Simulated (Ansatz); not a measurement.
Zr2AlN:
```
Zr2AlN
1.0
    3.22326     0.00000     0.00000
   -1.61163     2.79142     0.00000
    0.00000     0.00000    14.29197
Zr Al N
4 2 2
Direct
  0.66667   0.33333   0.58822
  0.33333   0.66667   0.41178
  0.33333   0.66667   0.08822
  0.66667   0.33333   0.91178
  0.66667   0.33333   0.25000
  0.33333   0.66667   0.75000
  0.00000   0.00000   0.50000
  0.00000   0.00000   0.00000
```

Relaxed with PBEsol. Special points in fractions of this cell's reciprocal vectors: Γ (0.000, 0.000, 0.000); M (0.500, 0.000, 0.000); K (0.333, 0.333, 0.000); A (0.000, 0.000, 0.500); L (0.500, 0.000, 0.500); H (0.333, 0.333, 0.500).

Q: List the band energies nearest the Fermi level at these points for the program Ansatz at the PBEsol level (PAW).

A: In eV from the Fermi level; about four levels below and three above (degenerate sets whole), none deeper than 8.9 eV; points with the same levels are listed once.

| k | below | above |
|---|---|---|
| Γ | -4.71 -4.71 -4.70 -4.70 -2.83 -1.59 -0.78 | 0.15 0.63 0.63 |
| M | -2.33 -2.18 -1.08 -0.90 | 1.41 1.45 1.67 |
| K | -1.33 -1.33 -1.23 -1.23 -0.64 | 0.37 1.16 1.16 |
| A | -2.33 -2.33 -0.18 -0.18 | 0.65 0.65 0.65 0.65 |
| L | -2.20 -2.20 -0.99 -0.99 | 1.37 1.37 2.16 2.16 |
| H | -1.02 -1.02 -0.17 -0.17 | 0.99 0.99 2.04 2.04 |

Space group P6_3/mmc. The workflow started from a Materials Project entry (that database holds measured and hypothetical structures alike); the Crystallography Open Database copy checked does not list it. Whether it is the stable phase at ambient conditions was not checked. Symmetry was held in the PBEsol relaxation; whether a distortion lowers the energy is not shown. No spin polarisation was allowed. Spin–orbit coupling is left out wherever it is not named.

Potentials: the later of the program's two PAW sets.
